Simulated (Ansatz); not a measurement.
An Ansatz input:

```yaml
crystal:
  lattice:
    - [2.3160763298, 0.0, 0.0]
    - [0.0, 2.3160763298, 0.0]
    - [0.0, 0.0, 2.3160763298]
  atoms:
    - { symbol: Cr, position: [0.0, 0.0, 0.0], spin: 1.5 }
hamiltonian:
  xc: r2scan
  pseudopotentials:
    kind: paw
    azcp:
      Cr: "pseudopotentials/Cr.paw.azcp"
basis:
  ecutwfc: 500
  fft_grid_basis: typed
kpoints:
  mp_grid: { grid: [22, 22, 22], shift: [0, 0, 0] }
magnetization:
  spin_polarized: true
scf:
  occupations: { method: fermi_dirac, width: 0.05 }
```

Output

```
Engine: ansatz 0.2.0, x86_64-unknown-linux-gnu
Pseudopotentials: kind: paw
Pseudopotential: Cr, paw, valence charge 14, recommended cutoff 500 eV (meta_gga) 
Functional definition: r2SCAN
  parameter k0 = 0.174
  parameter k1 = 0.065
  parameter a1 = 4.9479
  exchange = r2scan_x(k0 = k0, k1 = k1, a1 = a1)
  correlation = r2scan_c
Crystal: 1 atoms, lattice volume = 12.424 Å³
Basis set: ecut = 500 eV, 305 PW (Γ), exchange–correlation on 72×72×72 points (64 copies of the dense FFT grid, shifted against one another)
Bands: 12, of which v1, the nominal top of the filled ones, is band 7 counted from 1 (6 counted from 0)
Symmetry: 48 space group operations
Space group: Pm-3m (ITA 221), of the structure as read, at distance tolerance 2.3e-5 Å
Magnetic group: BNS 221.92 (UNI 1594), of the structure as read, at distance tolerance 2.3e-5 Å
k-points: 364 of 10648
Non-local potential: Cr, projectors of the file, l = 0: 3, l = 1: 2, l = 2: 3, l = 3: 1
PAW form: soft (Blöchl's): semilocal exchange-correlation on the pseudo side does not see the compensation charge
PAW frozen core: Cr, regenerated for the run's functional (the file was generated under x = pbe(κ = 0.804, μ = 0.2195149727645171), c = pbe(β = 0.06672455060314922))
PAW one-centre angular grid: Cr, 590 points (default); XC on 160 Gauss nodes
Initial density: superposition of atomic densities (chi_scale 0.1, normalization cell)
Starting moments: Σ|m| = 1.5 μB on 1 of 1 site
Initial wavefunctions: pseudopotential atomic-orbital guess
Functional: x = r2scan, c = r2scan; τ floored in thin density (d = 2e-4 eV/Å³)
SCF iter   1: F=—  HF=-3382.472271 eV  |F-HF|=—  |Δ(HF+E_count)|=         —  Δρ=1.27e-1 (↑1.27e-1 ↓6.52e-2)  dr2=3.47e0  dr2_τ=1.81e-2  dr2_m=1.92e-1  M=0.901 μB ∫|m|=0.907 μB  β_m=0.75  ethr=3.10e-3  ⟨swp⟩=3.7  Hψ=40768  notcnv=0
Mixer restart at iter 1: flushing history
SCF iter   2: F=—  HF=-3381.260369 eV  |F-HF|=—  |Δ(HF+E_count)|=    1.21e0  Δρ=5.82e-2 (↑5.82e-2 ↓4.28e-2)  dr2=1.03e0  dr2_τ=1.18e-2  dr2_m=2.02e-2  M=0.814 μB ∫|m|=0.836 μB  β_m=1.00  ethr=3.10e-3  ⟨swp⟩=2.9  Hψ=22200  notcnv=0  defer=361  κ⁻¹=1.0e0(r=1)
SCF iter   3: F=—  HF=-3381.151423 eV  |F-HF|=—  |Δ(HF+E_count)|=   1.09e-1  Δρ=1.86e-2 (↑1.86e-2 ↓1.81e-2)  dr2=5.78e-2  dr2_τ=2.19e-3  dr2_m=5.86e-3  M=0.648 μB ∫|m|=0.696 μB  β_m=1.00  ethr=3.10e-3  ⟨swp⟩=2.8  Hψ=18549  notcnv=0  defer=357  κ⁻¹=3.3e-2(r=2)
SCF iter   4: F=—  HF=-3381.557818 eV  |F-HF|=—  |Δ(HF+E_count)|=         —  Δρ=6.68e-2 (↑6.68e-2 ↓6.10e-2)  dr2=3.87e-2  dr2_τ=1.53e-2  dr2_m=4.43e-1  M=-0.010 μB ∫|m|=0.044 μB  β_m=1.00  ethr=4.13e-4  ⟨swp⟩=2.2  Hψ=14984  notcnv=0  defer=318
...
SCF 1 converged in 21 iterations: F = -3381.362608 eV  dr2 = 5.00e-15
...
iter 30 did not close the SCF: its close was put off for a magnetic moment that had not settled (scf_convergence_deferred on its scf_iter line)
SCF iter  30: F=-3381.362608 eV  HF=-3381.362608 eV  |F-HF|=1.21e-9  |Δ(HF+E_count)|=   1.93e-7  Δρ=1.05e-6 (↑1.05e-6 ↓4.29e-7)  dr2=1.21e-10  dr2_τ=2.79e-12  dr2_m=3.58e-11  M=0.000 μB ∫|m|=0.000 μB  β_m=1.20  ethr=4.63e-12  ⟨swp⟩=3.0  Hψ=21973  notcnv=0  κ⁻¹=2.3e-7(r=8)
iter 31 did not close the SCF: its close was put off for a magnetic moment that had not settled (scf_convergence_deferred on its scf_iter line)
SCF iter  31: F=-3381.362608 eV  HF=-3381.362608 eV  |F-HF|=1.36e-9  |Δ(HF+E_count)|=  2.45e-10  Δρ=5.71e-7 (↑5.71e-7 ↓4.97e-7)  dr2=1.49e-12  dr2_τ=8.53e-13  dr2_m=3.18e-11  M=0.000 μB ∫|m|=0.000 μB  β_m=1.20  ethr=1.00e-12  ⟨swp⟩=1.0  Hψ=25478  notcnv=0  κ⁻¹=1.5e-7(r=8)
SCF iter  32: F=-3381.362608 eV  HF=-3381.362608 eV  |F-HF|=3.38e-10  |Δ(HF+E_count)|=   1.75e-9  Δρ=1.66e-7 (↑1.66e-7 ↓1.29e-7)  dr2=5.32e-13  dr2_τ=1.11e-13  dr2_m=2.19e-12  M=0.000 μB ∫|m|=0.000 μB  ethr=1.00e-12  ⟨swp⟩=1.0  Hψ=25362  notcnv=0
SCF 2 converged in 32 iterations: F = -3381.362608 eV  dr2 = 5.32e-13
WARN: the starting moments were not kept: the SCF closed with an absolute magnetisation of 2.0e-6 μB, where they sum to 1.5 μB in size (1 site). That is at most 0.1 of that sum. Measured as dr2_m measures the in/out step, that magnetisation stands 4.7e-12 eV from none, at or under the dr2_threshold of 1.0e-7 eV: it is no larger than a step whose dr2_m would equal this threshold. The system may hold no moment; this SCF shows only that its start led to no more than that. To try another start: raise the starting moments (crystal.atoms[].spin, magnetization.per_species, magnetization.initial_magnetization, or on a non-collinear deck that types none of these the spinor_matrix: blocks that start its atoms; where the total moment is fixed, keep their sum and leave initial_magnetization as it is; typed ones take the place of any that the run laid by itself, positive ones on a crystal's lanthanoids without a Hubbard term where scf.initial_density.shell_occupations: [] is typed) or, if the notice of its spin-set hold's release reads "site moments contracting" or "site moments show no strong build", lengthen the hold (scf.mixing.spin_hold: { on: { confirm: 4 } }; for m-r²SCAN on two components see the key's manual first). Each may lead to a state that holds a moment. A second SCF, from the converged charge density, with the starting moments and any scf.initial_density.shell_occupations laid on it anew, would have followed, and was not run: the deck does not ask for one (magnetization.retry_lost_moments is false, the default). To let it run, set magnetization.retry_lost_moments: true and run the deck again, where that key's refused combinations let it; where memory then withholds it, that run's warning says so.
this state was not tested for a lower state beside it, because the mixer in use, unlike msr1, does not test its closes by its own steps (another_mixer; see scf.mixing.algorithm and scf.lower_state_search)
SCF converged after 21 iterations
Magnetization: 0.0000 μB (7.0000 up, 7.0000 down)
Absolute magnetization: 0.0000 μB (∫|ρ↑−ρ↓|, with the PAW one-centre terms)
Spin contamination: 0.0000 ħ² per cell (⟨S²⟩ above its minimum at these occupations)
Per-site moments (μB) at R_I (Å): [(1.8480428558265206e-6, 0.9553814860425)]
Free energy (F): -3381.362608 eV
Harris-Foulkes:  -3381.362608 eV  (|F-HF|=2.73e-12)
Internal energy: -3381.351552 eV  (E = F + TS)
E sigma→0 (E₀):  -3381.357080 eV
Entropy (-TS):   -0.011057 eV (-11.057 meV/atom)
Fermi energy:    17.891474 eV
--- Per-component energies (eV) ---
  E_band       = -180.580747
  E_kinetic    = 345.603072
  E_local      = -1305.891806  (includes V_loc(G=0)·N_el)
  E_nonlocal   = 82.009745
  E_hartree    = 568.173295
  E_xc         = -137.335311
  E_vxc        = -200.032327  (∫ρ·V_xc dr)
  E_paw        = -1204.897639  (= ΣΔE_a)
  E_vpaw       = -251.357565  (= ΣTr[D̂ρ^β])
  E_aug_tail   = 0.000212  (compensation charges beyond the density's cutoff)
  E_vtau       = 12.741335  (kinetic-family band-sum trace: ∫τ·v_τ [+ j·A + Jᵃ·Aᵃ] dr)
  E_ewald      = -1728.740791
  E_core_change = -0.272327  (= ΣΔE_core)
  E_smearing   = -0.011057  (= −TS)
  E_closure    = 0.000000  (closes the sum)
  Σ components = -3381.362608   (vs F -3381.362608, Δ=0.00e0)
```

Launched by

```sh
ansatz run input.yaml --threads 1 --pin off --max-ram 3584MiB --backend cpu --events-out ev --progress --plain --runs-dir out
```

On 1 thread of Intel(R) Xeon(R) Platinum 8259CL CPU @ 2.50GHz (Skylake/Cascade Lake) (shared host) this took about 97 s of wall time and 96 s of CPU time.
